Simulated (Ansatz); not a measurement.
**Trial structures of Si5Sn: starts and ends**

These are results of DFT PBE, scalar-relativistic, plane waves, PAW (Ansatz), not measurements. All cells share a 420 eV cutoff and Γ-centred k meshes spaced at most about 0.3 Å⁻¹ (about 0.25 or finer for metals, 2π included). No spin polarisation in the final relaxations.

Each guess was relaxed in cell and atoms at zero pressure, within the symmetry of its start. All energies are static (0 K, no zero-point motion). Coordination counts Si atoms around Sn (those within 1.25 times the shortest such distance or 1.15 times the sum of covalent radii; the shortest distance is added where it is long for a bond).

```csv
guess,made from,start group,V start (Å³/atom),end group,V end (Å³/atom),coordination at the end,gap on mesh (eV),E over the lowest end (meV/atom)
1,random cell,P6/mmm,18.3,?,?,?,?,?
2,random cell,P4mm,19.8,P4/mmm,25.6,Sn 8 from 3.0 Å,0,305
3,YFe5 type,P6/mmm,19.3,P6/mmm (CaCu5),17.9,Sn 18 from 3.3 Å,0,0
4,random cell,P6/mmm,18.6,P6/mmm,33.3,Sn 8,0,853
```

Guess 1 as it starts:

Space group P6/mmm (No. 191). a = 4.475 Å, b = 4.475 Å, c = 6.345 Å, α = 90.00°, β = 90.00°, γ = 120.00°
```csv
atom,site,symmetry,x,y,z
Si,3g,mmm,0.5000,0.0000,0.5000
Si,2e,6mm,0.0000,0.0000,0.6321
Sn,1a,6/mmm,0.0000,0.0000,0.0000
```

Question: Predict the end of this guess and its energy over the lowest end.

Answer: It ends in space group P6/mmm (No. 191), with a = 4.788 Å, c = 8.057 Å, 26.7 Å³/atom and no gap. It lies 290 meV/atom over the lowest end, above guess 3 and below guess 2. Counting Si atoms around Sn, this end has Sn 2 and the lowest (guess 3) has Sn 18 from 3.3 Å.

```
Si Sn
1.0
     4.78786    0.00000    0.00000
    -2.39393    4.14641    0.00000
     0.00000    0.00000    8.05683
Si Sn
5 1
Direct
  0.50000 0.00000 0.50000
  0.00000 0.50000 0.50000
  0.50000 0.50000 0.50000
  0.00000 0.00000 0.66025
  0.00000 0.00000 0.33975
  0.00000 0.00000 0.00000
```

Formation energies are uncorrected and refer to the elements' standard structures at the same level. The references include grey tin.

Question: Is the lowest end bound against the elements?

Answer: No: its formation energy is +0.52 eV/atom. A positive value: parting into the elements would lower its energy.

Cells relaxed within their symmetry can be saddle points. A lower structure may well exist outside this small set. Some types were kept out of the candidates beforehand, so the set may lack a known form.
